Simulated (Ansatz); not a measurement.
A relaxed structure of WC is spoiled in several ways and relaxed again each time (noise and exchanges are one random draw each; pressure is positive under compression). Computed with PBE (plane waves to 420 eV, PAW, scalar-relativistic; Ansatz, a quantum-chemistry and plane-wave program).

```cif
data_CW
_chemical_formula_sum 'W1 C1'
_space_group_name_H-M_alt 'P-6m2'
_space_group_IT_number 187
_space_group_name_Hall 'P -6 2'
_cell_length_a 2.92196
_cell_length_b 2.92196
_cell_length_c 2.84728
_cell_angle_alpha 90.000
_cell_angle_beta 90.000
_cell_angle_gamma 120.000
loop_
_atom_site_label
_atom_site_type_symbol
_atom_site_symmetry_multiplicity
_atom_site_Wyckoff_symbol
_atom_site_fract_x
_atom_site_fract_y
_atom_site_fract_z
_atom_site_occupancy
W1 W 1 a 0.00000 0.00000 0.00000 1
C1 C 1 f 0.66667 0.33333 0.50000 1
```

| change | first pressure (GPa) | largest first force (eV/Å) | released (eV/atom) | moves | outcome | final group | E − E(parent) (eV/atom) |
|---|---|---|---|---|---|---|---|
| with every coordinate shifted by Gaussian noise of σ = 0.45 Å | 62 | 9.6 | 1.27 | 8 | returns to the parent | P-6m2 | 0.00 |
| deformed by the Cartesian strain tensor (xx, yy, zz, yz, xz, xy) = (0.077, 0.063, -0.062, -0.006, -0.121, -0.004) | 5 | 1.4 | 0.65 | 12 | returns to the parent | P-6m2 | 0.00 |

First-step values come from each run's starting, coarser k-mesh (9×9×8, 9×9×9). Each cell has its own k-point mesh; energy differences are given only to the digits this allows. No spin polarisation in the result.
